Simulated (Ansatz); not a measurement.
Below is a relaxed structure of CaCoC₄N₄. The cell was found from a structure generator's guess, not taken from experiment.

The calculation used Ansatz, DFT PBE, scalar-relativistic, plane waves, PAW. Cutoff 420 eV, Γ-centred mesh, Gaussian smearing, collinear spin.

```yaml
crystal:
  lattice:
    - [6.29155, 0.00000, 0.00000]
    - [0.00000, 6.29155, 0.00000]
    - [0.00000, 0.00000, 6.29155]
  atoms:
    - { symbol: Ca, position: [0.50000, 0.50000, 0.50000] }
    - { symbol: Co, position: [0.00000, 0.00000, 0.00000] }
    - { symbol: C, position: [0.17702, 0.17702, 0.17702] }
    - { symbol: C, position: [0.17702, 0.82298, 0.82298] }
    - { symbol: C, position: [0.82298, 0.17702, 0.82298] }
    - { symbol: C, position: [0.82298, 0.82298, 0.17702] }
    - { symbol: N, position: [0.28448, 0.28448, 0.28448] }
    - { symbol: N, position: [0.28448, 0.71552, 0.71552] }
    - { symbol: N, position: [0.71552, 0.28448, 0.71552] }
    - { symbol: N, position: [0.71552, 0.71552, 0.28448] }
```

Energies over the elements count from the elements' standard structures at the same level (N₂ as a molecule), with no fitted energy shifts.

(1) What space group does it have?

(2) What is its formation energy per atom?

(3) Is it a metal?

(4) Which magnetic moments does it keep?

(5) From what recipe could a structure generator have reached it?

Answers

(1) P-43m (No. 215). Conventional cell: a = 6.292 Å. Ca is surrounded by 4 N at 2.35 Å; around Co lie 4 C at 1.93 Å; C is surrounded by 1 N at 1.17 Å and 1 Co at 1.93 Å; around N lie 1 C at 1.17 Å and 1 Ca at 2.35 Å.

(2) +0.045 eV/atom. The separate elements lie lower, so it is unstable against them.

(3) No, the gap on the 6×6×6 mesh is 1.58 eV.

(4) 0.30 μB per atom net, the space between the atoms included; by site: Co 2.0 μB.

(5) One such recipe: two interpenetrating cyanide-bridged diamond nets (P-43m, No. 215). Other recipes can lead to the same cell.

The last run used collinear spin, a 6×6×6 mesh for its 10-atom cell and Gaussian smearing of 0.02 eV. Kohn–Sham gaps at this level usually fall short of measured ones. The reference form of C is held partly by dispersion forces, which this level lacks. The magnetic state reached may not be the lowest. Symmetry constrained the relaxation, so the result can be a saddle point.
